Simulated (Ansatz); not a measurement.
The start is a relaxed Rh cell, doubled along one cell vector, shaken by Gaussian noise of σ = 0.08 Å a coordinate. The cell and all atomic positions are relaxed at zero pressure with PBE (plane waves to 420 eV, PAW, scalar-relativistic; Ansatz, a quantum-chemistry and plane-wave program). First-step values are on the input's coarse k-mesh.

Ansatz input (later rounds restart from its end on a renewed k-mesh):
Ansatz 0.2 input:
```yaml
crystal:
  lattice:
    - [0, 2.7565478103, 2.7565478103]
    - [2.7565478103, 0, 2.7565478103]
    - [5.5130956206, 5.5130956206, 0]
  atoms:
    - { symbol: Rh, position: [0.7771596534, 0.7590057009, 0.3793284368] }
    - { symbol: Rh, position: [0.7473411279, 0.7211398093, 0.8811321508] }
    - { symbol: Rh, position: [0.5159883725, 0.4840347198, 0.2512859898] }
    - { symbol: Rh, position: [0.5077048505, 0.5339729856, 0.7211979163] }
basis: { ecutwfc: 420, ecutrho_ratio: 4, xc_grid: 2, fft_grid_basis: typed }
kpoints: { mp_grid: { grid: [10, 10, 5] } }
hamiltonian:
  xc: pbe
  dispersion: none
  pseudopotentials: { kind: paw }
scf: { occupations: { method: fermi_dirac, width: 0.05 } }
relax: { f_tol: 0.01, max_steps: 100, cell: { stress_tol: 0.02 } }
output: { forces: true, stress: true }
```

Q: By how much does the energy per atom fall from start to end?

A: 1.23 eV/atom.

Q: How does the volume change?

A: -32.9 %, from 20.95 to 14.05 Å³/atom.

Q: Does it find its way back to the structure it was made from?

A: It does not go back: it reaches Fm-3m (No. 225), fcc (Cu type), 1.11 eV/atom below the parent.

Q: Write out the relaxed structure.

A: 
Space group Fm-3m (No. 225); a = b = c = 3.830 Å, α = β = γ = 90.00°

```json
[
 {"atom": "Rh", "site": "4a", "symmetry": "m-3m", "x": "0.0000", "y": "0.0000", "z": "0.0000"}
]
```
(The calculation used a cell of 1 atom; values per cell refer to that cell.)

Final values are on a 21×21×21 k-mesh of the relaxed cell. No spin polarisation in the result.

Of the parent cell (Fd-3m (No. 227)): it is a generated cell of Rh: the first start was made by placing the elements on the sites of a structure type, and the end was not matched to a known phase here, so it may be hypothetical. Known forms of Rh include space group No. 225.
